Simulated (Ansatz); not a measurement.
HfO2 (fluorite)

```xyz
3
Lattice="0.0000 2.5292 2.5292 2.5292 0.0000 2.5292 2.5292 2.5292 0.0000" Properties=species:S:1:pos:R:3 pbc="T T T"
Hf     0.0000     0.0000     0.0000
O      1.2646     1.2646     1.2646
O      3.7938     3.7938     3.7938
```

Two coordinates are scanned: the volume, and the ratio of the stretch along z (the conventional c axis) to the stretch across it. Atoms keep their fractional coordinates.

Level of theory: r2SCAN (plane waves to 500 eV, PAW, scalar-relativistic; Ansatz, a program for electronic structure). k mesh 11×11×11 (Γ-centred), Fermi-Dirac smearing 0.05 eV. Stress and pressure are positive under compression. HfO2 is run without spin polarisation. HfO2 was relaxed with its symmetry unable to fall. Spin-orbit coupling is left out, though Hf is heavy. This is a high-temperature form of HfO2.

At one point of the scan the stress tensor (GPa) is:

```
    5.1      0.0      0.0
    0.0      5.1      0.0
    0.0      0.0     26.2
```

Problem. Which point is it?
A. V/V₀ = 1.000, (c/a)/(c/a)₀ = 0.920
B. V/V₀ = 0.920, (c/a)/(c/a)₀ = 0.960
C. V/V₀ = 0.960, (c/a)/(c/a)₀ = 0.960
D. V/V₀ = 0.920, (c/a)/(c/a)₀ = 0.920

Solution. C, V/V₀ = 0.960, (c/a)/(c/a)₀ = 0.960

(Under strain, the slope of the energy per volume gives the stress and its curvature an elastic modulus.)
